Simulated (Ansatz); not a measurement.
AlAs:
```cif
data_AlAs
_chemical_formula_sum 'Al1 As1'
_space_group_name_H-M_alt 'P 1'
_space_group_IT_number 1
_cell_length_a 3.68435
_cell_length_b 3.68435
_cell_length_c 3.68435
_cell_angle_alpha 60.000
_cell_angle_beta 60.000
_cell_angle_gamma 60.000
loop_
_space_group_symop_operation_xyz
  'x, y, z'
loop_
_atom_site_label
_atom_site_type_symbol
_atom_site_fract_x
_atom_site_fract_y
_atom_site_fract_z
_atom_site_occupancy
Al1 Al 0.50000 0.50000 0.50000 1
As1 As 0.00000 0.00000 0.00000 1
```

Relaxed with LDA.

### Question
Which orbitals make up the states near the Fermi level in plane-wave PAW LDA (Ansatz code)?

### Answer
Within 0.5 eV of the Fermi level: As 4p 65 %, Al 3s 15 %, Al 3p 15 %. Projections are on Löwdin-orthogonalised atomic valence shells; empty p or d shells of many metals are not among them.

### Question
Tabulate the density of states.

### Answer
States/eV per cell of 2 atoms, in 0.25 eV bins, energy from the Fermi level.

| E (eV) | total | As 4p | Al 3p | Al 3s |
|---|---|---|---|---|
| -7.85 | 0.00 | 0.00 | 0.00 | 0.00 |
| -7.60 | 0.00 | 0.00 | 0.00 | 0.00 |
| -7.35 | 0.10 | 0.07 | 0.00 | 0.03 |
| -7.10 | 0.28 | 0.17 | 0.01 | 0.09 |
| -6.85 | 0.39 | 0.24 | 0.02 | 0.12 |
| -6.60 | 0.50 | 0.30 | 0.04 | 0.15 |
| -6.35 | 0.64 | 0.37 | 0.05 | 0.19 |
| -6.10 | 0.88 | 0.49 | 0.08 | 0.26 |
| -5.85 | 1.17 | 0.64 | 0.20 | 0.25 |
| -5.60 | 1.26 | 0.68 | 0.27 | 0.20 |
| -5.35 | 0.58 | 0.32 | 0.08 | 0.10 |
| -5.10 | 0.50 | 0.28 | 0.07 | 0.09 |
| -4.85 | 0.59 | 0.32 | 0.11 | 0.10 |
| -4.60 | 0.68 | 0.38 | 0.15 | 0.10 |
| -4.35 | 0.71 | 0.39 | 0.16 | 0.10 |
| -4.10 | 0.74 | 0.42 | 0.18 | 0.10 |
| -3.85 | 0.77 | 0.44 | 0.19 | 0.10 |
| -3.60 | 0.81 | 0.47 | 0.20 | 0.09 |
| -3.35 | 0.84 | 0.49 | 0.21 | 0.09 |
| -3.10 | 0.91 | 0.54 | 0.23 | 0.09 |
| -2.85 | 0.99 | 0.60 | 0.26 | 0.08 |
| -2.60 | 1.15 | 0.72 | 0.31 | 0.07 |
| -2.35 | 1.10 | 0.70 | 0.29 | 0.06 |
| -2.10 | 1.05 | 0.69 | 0.26 | 0.05 |
| -1.85 | 1.01 | 0.68 | 0.24 | 0.05 |
| -1.60 | 0.99 | 0.68 | 0.22 | 0.05 |
| -1.35 | 0.98 | 0.68 | 0.20 | 0.05 |
| -1.10 | 0.95 | 0.68 | 0.18 | 0.06 |
| -0.85 | 0.95 | 0.69 | 0.16 | 0.06 |
| -0.60 | 0.94 | 0.70 | 0.13 | 0.07 |
| -0.35 | 0.90 | 0.67 | 0.11 | 0.08 |
| -0.10 | 0.77 | 0.53 | 0.10 | 0.10 |
| 0.15 | 0.72 | 0.47 | 0.11 | 0.11 |
| 0.40 | 0.34 | 0.10 | 0.08 | 0.13 |
| 0.65 | 0.32 | 0.05 | 0.09 | 0.14 |
| 0.90 | 0.37 | 0.06 | 0.11 | 0.15 |
| 1.15 | 0.42 | 0.07 | 0.14 | 0.17 |
| 1.40 | 0.47 | 0.08 | 0.16 | 0.18 |
| 1.65 | 0.52 | 0.10 | 0.18 | 0.19 |
| 1.90 | 0.59 | 0.12 | 0.21 | 0.21 |
| 2.15 | 0.70 | 0.15 | 0.24 | 0.24 |
| 2.40 | 1.02 | 0.25 | 0.32 | 0.34 |
| 2.65 | 0.85 | 0.18 | 0.27 | 0.25 |
| 2.90 | 0.61 | 0.06 | 0.25 | 0.12 |
| 3.15 | 0.52 | 0.04 | 0.20 | 0.08 |
| 3.40 | 0.85 | 0.05 | 0.41 | 0.07 |
| 3.65 | 1.03 | 0.08 | 0.52 | 0.08 |
| 3.90 | 1.26 | 0.09 | 0.71 | 0.05 |
| 4.15 | 1.23 | 0.09 | 0.69 | 0.03 |
| 4.40 | 1.22 | 0.11 | 0.62 | 0.03 |
| 4.65 | 1.37 | 0.15 | 0.60 | 0.04 |

Space group Fm-3m (rock salt). The workflow started from a Materials Project entry (that database holds measured and hypothetical structures alike); the Crystallography Open Database copy checked does not list it. It is not the phase usual at ambient conditions (space group No. 216). The cell was relaxed with LDA under the symmetry of its start; its stability against distortions is not shown here. Scalar-relativistic: spin–orbit coupling is off unless named, which matters more the heavier the elements.

Potentials: the later of the program's two PAW sets.
